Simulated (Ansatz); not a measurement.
BN:
```
CELL_PARAMETERS angstrom
      0.00000     1.80485     1.80485
      1.80485     0.00000     1.80485
      1.80485     1.80485     0.00000
ATOMIC_POSITIONS crystal
  N  0.75000 0.75000 0.75000
  B  0.00000 0.00000 0.00000
```

Relaxed with r²SCAN. Special points in fractions of this cell's reciprocal vectors: Γ (0.000, 0.000, 0.000); X (0.500, 0.000, 0.500); U (0.625, 0.250, 0.625); K (0.375, 0.375, 0.750); L (0.500, 0.500, 0.500); W (0.500, 0.250, 0.750).

Question: List the band energies nearest the valence-band maximum at these points for r²SCAN in the plane-wave PAW code Ansatz.

Answer: In eV from the valence-band maximum; about four levels below and three above (degenerate sets whole), none deeper than 8.9 eV; … stands for higher levels left out; points with the same levels are listed once.

```tsv
k	below	above
Γ	0.00 0.00 0.00	…
X	-5.11 -5.11	5.00 9.86 …
U	-8.53 -7.93 -4.25	7.53 13.74 …
L	-2.02 -2.02	10.83 …
W	-7.99 -7.23 -6.70	10.37 14.31 …
```

Space group F-43m (zinc blende). Symmetry was held in the r²SCAN relaxation.

Potentials: the later of the program's two PAW sets.
